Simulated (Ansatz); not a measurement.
Relaxed MoS2 (space group R3m):

```
CELL_PARAMETERS angstrom
      3.12630     1.80497    11.98194
      0.00000     1.80497    11.98194
      1.56315    -0.90249    11.98194
ATOMIC_POSITIONS crystal
  Mo 0.50012 0.99976 0.99976
  Mo 0.00012 0.99976 0.99976
  S  0.79026 0.41948 0.41948
  S  0.29026 0.41948 0.41948
  S  0.87661 0.24678 0.24678
  S  0.37661 0.24678 0.24678
```

The atoms are displaced by Q × the pattern below (from a DFPT mode at T = (0.5, 0.5, 0.5), largest move 1; Q in Å), at fixed cell. (q is in reciprocal vectors of the primitive cell; the cell shown is doubled to hold the pattern.)

| atom | x | y | z |
|---|---|---|---|
| Mo1 | 0.000 | 0.000 | 1.000 |
| Mo2 | 0.000 | 0.000 | -1.000 |
| S3 | 0.000 | 0.000 | 0.981 |
| S4 | 0.000 | 0.000 | -0.981 |
| S5 | 0.000 | 0.000 | 0.978 |
| S6 | 0.000 | 0.000 | -0.978 |

Computed with LDA (plane waves to 420 eV, PAW, scalar-relativistic; Ansatz, a program for electronic structure). k mesh 12×12×12 (Γ-centred), Fermi-Dirac smearing 0.05 eV. The energy includes the smearing's −TS. MoS2 is run without spin polarisation. MoS2 was relaxed with its symmetry unable to fall. This is one of several known forms of MoS2; the measured ambient cells at hand have space group No. 194. The zero of ΔE is the undisplaced structure.

Question: What ΔE (meV/cell) does the calculation give at Q (Å) = -0.067, -0.033, -0.017, 0.033, 0.067, 0.100?

Answer: 
```json
[
 {"Q (Å)": "-0.067", "ΔE (meV/cell)": "7.3"},
 {"Q (Å)": "-0.033", "ΔE (meV/cell)": "1.8"},
 {"Q (Å)": "-0.017", "ΔE (meV/cell)": "0.4"},
 {"Q (Å)": "0.033", "ΔE (meV/cell)": "1.8"},
 {"Q (Å)": "0.067", "ΔE (meV/cell)": "7.3"},
 {"Q (Å)": "0.100", "ΔE (meV/cell)": "16.6"}
]
```

(A displaced cell: forces are minus the slopes of the energy, force constants its curvatures, and phonons follow from these.)
